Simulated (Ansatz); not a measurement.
Here is the system:

AlAs:
```
CELL_PARAMETERS angstrom
      0.00000     2.81442     2.81442
      2.81442     0.00000     2.81442
      2.81442     2.81442     0.00000
ATOMIC_POSITIONS crystal
  Al 0.00000 0.00000 0.00000
  As 0.25000 0.25000 0.25000
```

This is the LDA-relaxed structure.

Question: All from LDA in the plane-wave PAW code Ansatz, unless another level is named. Estimate the vibrational entropy at 300 K.

Answer: 27.5 J/(K·mol of atoms).

Question: Next, the Debye temperature from the elastic constants?

Answer: 388 K.

Question: Next, the highest zone-centre frequency (without LO–TO term)?

Answer: 44.4 meV.

Space group F-43m (zinc blende). Symmetry was held in the LDA relaxation.

Potentials: the earlier of the program's two PAW sets. The files were generated under PBE; for other functionals the program regenerates the frozen cores, and for LDA and PBEsol the local potential too.
